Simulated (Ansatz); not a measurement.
Before relaxation, 2 CH2O a cell, inverted, over a top W site (W, Im-3m (No. 229), (1 0 0) face):

```yaml
crystal:
  lattice:
    - [6.31875, 0.00000, 0.00000]
    - [0.00000, 6.31875, 0.00000]
    - [0.00000, 0.00000, 26.08045]
  atoms:
    - { symbol: W, position: [0.25000, 0.75000, 0.30674] }
    - { symbol: W, position: [0.25000, 0.25000, 0.30674] }
    - { symbol: W, position: [0.75000, 0.75000, 0.30674] }
    - { symbol: W, position: [0.75000, 0.25000, 0.30674] }
    - { symbol: W, position: [0.50000, 0.50000, 0.36731] }
    - { symbol: W, position: [0.50000, 0.00000, 0.36731] }
    - { symbol: W, position: [0.00000, 0.50000, 0.36731] }
    - { symbol: W, position: [0.00000, 0.00000, 0.36731] }
    - { symbol: W, position: [0.75000, 0.25000, 0.42687] }
    - { symbol: W, position: [0.75000, 0.75000, 0.42687] }
    - { symbol: W, position: [0.25000, 0.25000, 0.42687] }
    - { symbol: W, position: [0.25000, 0.75000, 0.42687] }
    - { symbol: W, position: [0.00000, 0.00000, 0.48994] }
    - { symbol: W, position: [0.00000, 0.50000, 0.48994] }
    - { symbol: W, position: [0.50000, 0.00000, 0.48994] }
    - { symbol: W, position: [0.50000, 0.50000, 0.48994] }
    - { symbol: W, position: [0.25000, 0.75000, 0.54388] }
    - { symbol: W, position: [0.25000, 0.25000, 0.54388] }
    - { symbol: W, position: [0.75000, 0.75000, 0.54388] }
    - { symbol: W, position: [0.75000, 0.25000, 0.54388] }
    - { symbol: C, position: [0.60983, 0.29942, 0.65823] }
    - { symbol: O, position: [0.60983, 0.29942, 0.70498] }
    - { symbol: H, position: [0.46966, 0.34884, 0.63744] }
    - { symbol: H, position: [0.75000, 0.25000, 0.63744] }
    - { symbol: C, position: [0.11442, 0.81089, 0.65823] }
    - { symbol: O, position: [0.11442, 0.81089, 0.70498] }
    - { symbol: H, position: [0.97884, 0.87179, 0.63744] }
    - { symbol: H, position: [0.25000, 0.75000, 0.63744] }
```

Method: DFT PBE+D3(BJ), scalar-relativistic, plane waves, PAW (Ansatz 0.2.0). Plane waves to 420 eV, a k mesh through Γ of 3×3×1 on the computed 28-atom cell and Gaussian smearing (0.10 eV); no spin polarisation. A dipole correction removes the field between periodic images along c.

Atoms 1, 2, 3, 4, 5, 6, 7, 8 (counted from 1) are held. The cell is fixed. Force threshold 0.04 eV/Å.

Q: Where does it end?

A: The energy falls by 6.873 eV in 27 steps, to:

```yaml
crystal:
  lattice:
    - [6.31875, 0.00000, 0.00000]
    - [0.00000, 6.31875, 0.00000]
    - [0.00000, 0.00000, 26.08045]
  atoms:
    - { symbol: W, position: [0.25000, 0.75000, 0.30674] }
    - { symbol: W, position: [0.25000, 0.25000, 0.30674] }
    - { symbol: W, position: [0.75000, 0.75000, 0.30674] }
    - { symbol: W, position: [0.75000, 0.25000, 0.30674] }
    - { symbol: W, position: [0.50000, 0.50000, 0.36731] }
    - { symbol: W, position: [0.50000, 0.00000, 0.36731] }
    - { symbol: W, position: [0.00000, 0.50000, 0.36731] }
    - { symbol: W, position: [0.00000, 0.00000, 0.36731] }
    - { symbol: W, position: [0.75041, 0.25031, 0.42791] }
    - { symbol: W, position: [0.74973, 0.74966, 0.42793] }
    - { symbol: W, position: [0.24973, 0.24957, 0.42791] }
    - { symbol: W, position: [0.25042, 0.75026, 0.42792] }
    - { symbol: W, position: [0.99974, 0.99939, 0.48892] }
    - { symbol: W, position: [0.00017, 0.50001, 0.48846] }
    - { symbol: W, position: [0.50018, 0.00008, 0.48847] }
    - { symbol: W, position: [0.49963, 0.49930, 0.48890] }
    - { symbol: W, position: [0.24406, 0.74360, 0.54988] }
    - { symbol: W, position: [0.24672, 0.24614, 0.54731] }
    - { symbol: W, position: [0.74650, 0.74623, 0.54731] }
    - { symbol: W, position: [0.74436, 0.24371, 0.54985] }
    - { symbol: C, position: [0.63820, 0.12929, 0.61788] }
    - { symbol: O, position: [0.58349, 0.06837, 0.65777] }
    - { symbol: H, position: [0.74186, 0.49359, 0.58818] }
    - { symbol: H, position: [0.99409, 0.24188, 0.58811] }
    - { symbol: C, position: [0.13605, 0.63158, 0.61802] }
    - { symbol: O, position: [0.08016, 0.57210, 0.65794] }
    - { symbol: H, position: [0.24253, 0.99357, 0.58816] }
    - { symbol: H, position: [0.49374, 0.74114, 0.58804] }
```

The end is the local minimum or symmetric point that this start leads to. The slab is only 6.3 Å thick, so the energy isn't converged with thickness.

Spin–orbit coupling is left out, which can shift energies with elements as heavy as these. Spin polarisation was left out, and a magnetic state may lie lower.

Cost: 1 run of about 72 core-minutes, on Arm Neoverse V2 (shared hosts).